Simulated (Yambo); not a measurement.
A BSE run in Yambo for Ca₂FeH₆ (space group Fm-3m, No. 225) (PBEsol bands; 8×8×8 mesh, 3 valence and 6 conduction bands, static screening with 51 bands and a 3 Ry block, scissor 1.21 eV, Tamm-Dancoff; field along x) gives:

```csv
state,energy (eV),states within 2 meV,relative strength,class
1,1.55,3,< 0.01,dark
2,2.03,3,< 0.01,dark
3,2.27,3,0.01,dark
4,2.28,3,0.01,weak
5,2.31,2,< 0.01,dark
```

Question: What changes when the window shrinks to 3 valence and 3 conduction bands?

Answer: The lowest state goes from 1.549 eV to 1.572 eV, and its distance below the direct gap from 0.935 eV to 0.912 eV. These are vertical excitations (zero momentum). The scissor comes from a G0W0 run whose convergence isn't established.

Geometry of the Materials Project entry, not relaxed at this level; primitive cell a = 4.9442 Å, b = 4.9442 Å, c = 4.9442 Å, α = 60.00°, β = 60.00°, γ = 60.00°.

The structure is a Materials Project entry; no match was found in the copy of COD used, and its stability was not checked.

The runs are not spin-polarised; magnetic order was not tried.
